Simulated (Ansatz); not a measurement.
## Field gradients of SiO₂ from run to run

Cell of run 1: an entry of the Crystallography Open Database (COD), atoms as given.

Space group P4_12_12 (No. 92); a = 4.9717, c = 6.9223 Å.

| site | Wyckoff | site symmetry | x | y | z |
| --- | --- | --- | --- | --- | --- |
| Si | 4a | ..2 | 0.3003 | 0.3003 | 0.0000 |
| O | 8b | 1 | 0.2392 | 0.1044 | 0.1787 |

One atom of each set is listed.

Relaxed positions (PBE, cell held):

Si (0.3054, 0.3054, 0.0000)
O (0.2367, 0.1168, 0.1854)

All runs are DFT with Ansatz 0.2.0 (plane waves and PAW, scalar-relativistic unless spin–orbit coupling is named, Γ-centred meshes, Fermi–Dirac smearing where given) in this cell.

Run 1: PBE, atoms as given; 420 eV, 5×5×4 k-points, smearing 0.02 eV.
Run 2: PBE, atoms relaxed; 420 eV, 5×5×4 k-points, smearing 0.02 eV.
Run 3: r2SCAN, at the relaxed atoms; 500 eV, 5×5×4 k-points, smearing 0.02 eV.

```csv
run,Si V_zz (η),O V_zz (η)
1,-0.37 (0.96),9.08 (0.14)
2,-0.38 (0.81),9.44 (0.20)
3,?,?
```

V_zz in 10²¹ V/m².

Q: Estimate the row of run 3.

A: Si: -0.38 (0.75); O: 9.31 (0.20). It lies nearest to run 2, from whose tensors on these sites it differs by 0.13 at most (largest principal value of the difference, on O). Taken one at a time, the positions of the atoms (as given or relaxed) move the tensors on these sites by up to 0.52 (largest principal value of the change, on O), the functional (r2SCAN with its higher cutoff) by 0.13 (O).

In runs 1, 3 the atoms aren't at the calculated equilibrium (largest force 0.47, 0.30 eV/Å). The cell isn't the equilibrium one in run 1 (calculated pressure 8 GPa), and the entry's cell may itself be off.
